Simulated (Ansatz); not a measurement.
Level of theory: Ansatz 0.2.0, DFT PBE, scalar-relativistic, plane waves, PAW. All cells share a 420 eV cutoff and Γ-centred k meshes spaced about 0.3 Å⁻¹ or finer (0.25 for metals, 2π included). No spin polarisation.

These are static total energies at zero pressure.

Two forms of CaTl4O3 were relaxed alike.

A.

```cif
data_structure
_symmetry_space_group_name_H-M 'P-43m'
_symmetry_Int_Tables_number 215
_cell_length_a 5.6011
_cell_length_b 5.6011
_cell_length_c 5.6011
_cell_angle_alpha 90.000
_cell_angle_beta 90.000
_cell_angle_gamma 90.000
_cell_volume 175.72
loop_
_atom_site_label
_atom_site_type_symbol
_atom_site_symmetry_multiplicity
_atom_site_Wyckoff_symbol
_atom_site_fract_x
_atom_site_fract_y
_atom_site_fract_z
_atom_site_occupancy
Ca1 Ca 1 a 0.00000 0.00000 0.00000 1
Tl1 Tl 4 e 0.30037 0.30037 0.30037 1
O1 O 3 d 0.00000 0.50000 0.00000 1
```

B.

```cif
data_structure
_symmetry_space_group_name_H-M 'P-6'
_symmetry_Int_Tables_number 174
_cell_length_a 8.1105
_cell_length_b 8.1105
_cell_length_c 3.7267
_cell_angle_alpha 90.000
_cell_angle_beta 90.000
_cell_angle_gamma 120.000
_cell_volume 212.30
loop_
_atom_site_label
_atom_site_type_symbol
_atom_site_symmetry_multiplicity
_atom_site_Wyckoff_symbol
_atom_site_fract_x
_atom_site_fract_y
_atom_site_fract_z
_atom_site_occupancy
Ca1 Ca 1 e 0.66667 0.33333 0.00000 1
Tl1 Tl 3 k 0.20515 0.26089 0.50000 1
Tl2 Tl 1 c 0.33333 0.66667 0.00000 1
O1 O 3 j 0.63903 0.05152 0.00000 1
```

Question: Which form is favoured at zero pressure, and by what margin per atom?

Answer: B is lower, by 185 meV/atom. A has space group P-43m (No. 215), 22.0 Å³/atom and a gap of 0.47 eV on its mesh; B has space group P-6 (No. 174), 26.5 Å³/atom and no gap. Counting O atoms around Ca and Tl (those within 1.25 times the shortest such distance or 1.15 times the sum of covalent radii; the shortest distance is added where it is long for a bond; a slash parts the counts of unlike sites), A has Ca 6, Tl 3 from 2.6 Å and B has Ca 3, Tl 2/3 from 2.9 Å. The lower one is the more open, so pressure narrows the difference. Both come from trial cells of a structure search, whose lowest cell (R-3m, 22.2 Å³/atom) lies 295 meV/atom below the lower of the two.

Spin–orbit coupling, which can matter for Tl, is left out. Kohn–Sham gaps at this level usually fall short of measured ones. The missing spin–orbit coupling can work the other way here. The zero gap of P-6 may come from the functional, which often closes small gaps. Cells relaxed within their symmetry can be saddle points. Some structure types and database cells were kept out of the candidates from the start, so a known form may be missing.
